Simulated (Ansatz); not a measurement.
Born–Oppenheimer molecular dynamics of a 25-atom Ge₁₆As₉ cell at 25.20 Å³/atom, computed with Ansatz: Langevin thermostat at 1200 K, 35 steps of 3.0 fs, friction 0.03 1/fs. The run is short and the cell small, so it isn't an equilibrium average.

```yaml
crystal:
  lattice:
    - [8.678848, 0.296872, 0.475692]
    - [0.296872, 8.340197, 0.225744]
    - [0.475692, 0.225744, 8.745615]
  atoms:
    - { symbol: Ge, position: [0.6428416717, 0.9648795821, 0.5346789972] }
    - { symbol: Ge, position: [0.6035884065, 0.5396871367, 0.6389082936] }
    - { symbol: Ge, position: [0.2550963271, 0.3690420079, 0.7660282284] }
    - { symbol: Ge, position: [0.7361892, 0.8809303341, 0.2719832092] }
    - { symbol: Ge, position: [0.9146279574, 0.1229818132, 0.1946321802] }
    - { symbol: Ge, position: [0.0197437305, 0.7291133138, 0.3655593572] }
    - { symbol: Ge, position: [0.6596977228, 0.0749884235, 0.0178828159] }
    - { symbol: Ge, position: [0.8110222628, 0.5675054351, 0.337330967] }
    - { symbol: Ge, position: [0.4733206311, 0.254742511, 0.5522810254] }
    - { symbol: Ge, position: [0.9546031041, 0.4311965983, 0.1006085428] }
    - { symbol: Ge, position: [0.7810984954, 0.4215221767, 0.8850190528] }
    - { symbol: Ge, position: [0.6202838347, 0.6383638466, 0.0281277726] }
    - { symbol: Ge, position: [0.2801855358, 0.0405848616, 0.2986415038] }
    - { symbol: Ge, position: [0.7594852198, 0.2434462913, 0.6982871976] }
    - { symbol: Ge, position: [0.9260435639, 0.7851116085, 0.8939521808] }
    - { symbol: Ge, position: [0.4261953014, 0.7611203058, 0.4495392195] }
    - { symbol: As, position: [0.596683683, 0.3987918791, 0.2271372397] }
    - { symbol: As, position: [0.2277988823, 0.4361988828, 0.3146483848] }
    - { symbol: As, position: [0.9873017136, 0.1065251309, 0.4674747026] }
    - { symbol: As, position: [0.0886175993, 0.8466876141, 0.6850648394] }
    - { symbol: As, position: [0.3329042138, 0.0082418208, 0.5909113559] }
    - { symbol: As, position: [0.1455511108, 0.688410631, 0.0202309356] }
    - { symbol: As, position: [0.9686978747, 0.4450742342, 0.6201764104] }
    - { symbol: As, position: [0.3499475234, 0.2800181378, 0.101100571] }
    - { symbol: As, position: [0.3581199054, 0.6473809278, 0.809811036] }
  symmetry: { detect: false }
basis:
  ecutwfc: 420
  xc_grid: 1
kpoints:
  mp_grid: { grid: [1, 1, 1], shift: [0.25, 0.25, 0.25] }
hamiltonian:
  xc: pbe
scf:
  occupations: { method: fermi_dirac, width: 0.1034 }
  lower_state_search: "off"
  convergence: { dr2_threshold: 1.0e-05 }
output:
  forces: true
  stress: true
md:
  timestep: 3.0
  n_steps: 35
  ensemble: nvt_langevin
  friction: 0.03
  temperature: 1200.0
  initial_velocities: maxwell_boltzmann
  seed: 84463
```

```bash
ansatz run input.yaml --threads 2 --pin off --max-ram 5120MiB --backend cpu --events-out ev --progress --plain --runs-dir out
```

Level of theory: Ansatz, DFT PBE, scalar-relativistic, plane waves, PAW.

4 frames, positions in Å (not wrapped into the cell) and forces in eV/Å:

```xyz
25
Lattice="8.679 0.297 0.476 0.297 8.340 0.226 0.476 0.226 8.746" Properties=species:S:1:pos:R:3:forces:R:3 pbc="T T T" time_fs=0.0 temperature_K=1152 free_energy_over_first_frame_eV=0.000
Ge    6.120    8.359    5.200   -0.100   -0.260    0.920
Ge    5.703    4.825    5.997    0.110   -0.090   -0.350
Ge    2.688    3.327    6.904   -0.010    0.310    0.000
Ge    6.780    7.627    2.928   -0.170    0.240   -0.910
Ge    8.067    1.341    2.165   -0.080    0.120   -0.350
Ge    0.562    6.169    3.371    1.290    0.790    0.140
Ge    5.756    0.825    0.487    0.350    0.150    0.440
Ge    7.368    5.050    3.464   -0.780   -0.880    0.000
Ge    4.446    2.390    5.113    0.340    1.050   -0.360
Ge    8.461    3.902    1.431    0.760    0.130    0.210
Ge    7.325    3.947    8.207    0.700    0.950    1.300
Ge    5.586    5.515    0.685   -0.500    0.480   -0.130
Ge    2.586    0.489    2.754   -0.700   -0.070    0.630
Ge    6.996    2.413    6.523   -0.570   -1.730   -1.240
Ge    8.695    7.025    8.436   -2.100    0.030    1.420
Ge    4.139    6.576    4.306    0.440   -0.290   -0.310
As    5.405    3.554    2.360   -0.490   -0.470    0.010
As    2.256    3.777    2.959   -0.060   -0.410   -0.240
As    8.823    1.287    4.582    0.720   -0.010   -0.030
As    1.346    7.242    6.225    0.990    0.530   -2.110
As    3.173    0.301    5.328   -0.350   -0.160    0.020
As    1.477    5.789    0.402    0.140   -0.450    1.220
As    8.834    4.140    5.985    0.330   -0.310    0.210
As    3.168    2.462    1.114    0.330    0.090    0.050
As    3.685    5.688    7.399   -0.610    0.250   -0.540
25
Lattice="8.679 0.297 0.476 0.297 8.340 0.226 0.476 0.226 8.746" Properties=species:S:1:pos:R:3:forces:R:3 pbc="T T T" time_fs=36.0 temperature_K=1387 free_energy_over_first_frame_eV=-0.568
Ge    6.017    8.148    5.297    0.370   -0.280    0.150
Ge    5.632    4.991    5.972    0.280   -0.350    0.090
Ge    2.549    3.297    6.850    0.180    0.750    0.330
Ge    6.859    7.614    2.799   -0.260   -0.560    0.670
Ge    7.873    1.311    1.982    0.720    0.700    0.170
Ge    0.620    5.974    3.531    0.430    0.230    0.140
Ge    5.822    0.676    0.541   -0.240    0.400   -0.310
Ge    7.232    4.989    3.355   -0.340    0.410    0.710
Ge    4.126    2.474    4.983    0.360    0.710   -0.460
Ge    8.451    3.994    1.542    1.340   -0.270    0.010
Ge    7.408    4.019    8.306   -0.110   -0.030   -0.480
Ge    5.526    5.650    0.724   -0.440    0.030   -0.250
Ge    2.395    0.491    2.659   -0.250    0.190    0.590
Ge    6.893    2.325    6.405   -0.330    0.090   -0.170
Ge    8.600    6.873    8.582   -1.480    0.820   -0.910
Ge    4.266    6.474    4.346   -0.180    0.170   -0.500
As    5.340    3.690    2.408   -0.770   -0.710   -0.180
As    2.158    3.812    2.812    0.060   -0.690   -0.270
As    8.911    1.328    4.622    0.390   -0.070   -0.210
As    1.298    7.213    6.007   -0.370    0.340   -0.390
As    3.167    0.261    5.491   -0.210   -0.380   -0.280
As    1.373    5.756    0.446    1.650   -0.610    1.130
As    8.856    4.218    6.066    0.260   -0.470    0.630
As    3.158    2.527    0.992   -0.070   -0.290    0.020
As    3.714    5.877    7.434   -0.990   -0.130   -0.250
25
Lattice="8.679 0.297 0.476 0.297 8.340 0.226 0.476 0.226 8.746" Properties=species:S:1:pos:R:3:forces:R:3 pbc="T T T" time_fs=69.0 temperature_K=1391 free_energy_over_first_frame_eV=-1.115
Ge    6.109    7.953    5.455    0.670   -0.060    0.490
Ge    5.412    5.062    5.961    0.310   -0.280    0.150
Ge    2.494    3.202    6.772   -0.220    0.840    0.580
Ge    6.944    7.518    3.045   -0.370    0.810   -0.030
Ge    7.812    1.440    1.976    0.790    0.250    0.510
Ge    0.591    5.963    3.513    0.690    0.380    0.340
Ge    5.902    0.630    0.641   -0.340   -0.230   -0.130
Ge    7.227    5.058    3.315   -0.790   -0.850   -0.150
Ge    4.016    2.478    4.920    0.440    0.490   -0.680
Ge    8.552    3.978    1.557    0.560   -0.010   -0.030
Ge    7.238    4.067    8.329    0.230   -0.100   -0.400
Ge    5.395    5.791    0.606   -0.250   -0.210    0.050
Ge    2.217    0.675    2.658    0.440   -0.140   -0.090
Ge    6.624    2.388    6.236    0.010    0.240   -0.170
Ge    8.469    7.058    8.570   -0.210    0.300   -0.320
Ge    4.196    6.681    4.296    0.050   -0.470   -1.320
As    5.291    3.709    2.450   -0.420   -0.170   -0.210
As    2.143    3.781    2.732    0.140   -0.620   -0.370
As    8.942    1.326    4.651   -0.370    0.370    0.180
As    1.145    7.287    5.832   -0.420    0.330   -0.040
As    3.293    0.186    5.556   -0.580    0.060    0.910
As    1.390    5.738    0.508    0.430   -0.100   -0.080
As    8.894    4.470    6.229    0.110   -0.790    0.510
As    3.067    2.422    0.914   -0.260   -0.270   -0.230
As    3.723    6.214    7.429   -0.650    0.220    0.540
25
Lattice="8.679 0.297 0.476 0.297 8.340 0.226 0.476 0.226 8.746" Properties=species:S:1:pos:R:3:forces:R:3 pbc="T T T" time_fs=105.0 temperature_K=1230 free_energy_over_first_frame_eV=-1.042
Ge    6.273    7.636    5.595   -0.420    0.160    0.170
Ge    5.139    4.866    6.003    0.460   -0.010   -0.550
Ge    2.437    3.450    6.802    0.200    0.380    0.120
Ge    6.887    7.653    3.118   -0.140   -0.070    0.030
Ge    7.892    1.621    2.012   -0.010   -0.600    0.380
Ge    0.617    5.935    3.365    0.010    0.390    0.330
Ge    5.893    0.541    0.634    0.270    0.020    0.250
Ge    7.190    5.070    3.068   -0.780    0.200    0.210
Ge    4.057    2.524    4.917   -0.030   -0.060   -0.280
Ge    8.652    3.931    1.580    0.540    0.350   -0.600
Ge    7.151    4.105    8.405    0.180    0.110   -0.450
Ge    5.136    5.788    0.514    0.750   -0.270    0.680
Ge    2.033    1.024    2.533   -0.060   -1.610    1.010
Ge    6.542    2.493    6.223   -0.030    0.140   -0.090
Ge    8.397    7.339    8.513    0.160   -0.310    0.020
Ge    4.129    6.706    4.116    0.450    0.030   -0.410
As    5.253    3.647    2.413   -0.320   -0.060   -0.170
As    2.199    3.801    2.644    0.240   -0.330   -0.160
As    8.857    1.497    4.694   -0.300    0.110    0.330
As    1.068    7.236    5.803   -0.240    0.590   -0.010
As    3.313    0.120    5.671    0.100   -0.160    0.170
As    1.427    5.663    0.645   -0.290    0.440   -0.610
As    8.868    4.670    6.309    0.140   -0.530    0.260
As    3.018    2.319    0.877    0.380    0.590   -1.290
As    3.849    6.266    7.517   -1.270    0.480    0.640
```

Over the second half the temperature averages 1360 K and the pressure (kinetic part included, positive in compression) 0.0 GPa. Mean square displacements at the end: As 0.17 Å², Ge 0.19 Å² (from the start of this run, the atoms' common shift taken off).

One k point is coarse for so small a cell, so forces and above all the pressure are rough.

It took 4.3 min on 2 threads of Arm Neoverse V2, on a shared host, peak memory 1 GiB.